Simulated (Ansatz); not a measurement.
RuW (L1₀ or tetragonal B2, space group No. 123), a = 2.7868 Å, b = 2.7868 Å, c = 3.7955 Å, α = 90.00°, β = 90.00°, γ = 90.00°.

This is the r²SCAN-relaxed structure.

Problem. All from DFT-r²SCAN in the program Ansatz with PAW potentials, unless another level is named. Give the density of states at the Fermi level.

Solution. 0.95 states/eV per atom (mean over ±0.08 eV).

Problem. What about the formation energy from the elements (no fitted shifts)?

Solution. 0.078 eV/atom.

Space group P4/mmm (L1₀ or tetragonal B2). The cell is a constructed one: a structure type filled with these elements; neither database checked (COD, Materials Project) lists it. Whether it is the stable phase at ambient conditions was not checked. Symmetry was held in the r²SCAN relaxation; its stability against distortions is not shown here. The run is not spin-polarised. Axis ratios of metals converge slowly with the k-mesh, so a and c are less sure than the volume. The references are the lowest solids computed at this level, not always the standard phases. Spin–orbit coupling is left out wherever it is not named.

Potentials: the earlier of the program's two PAW sets.
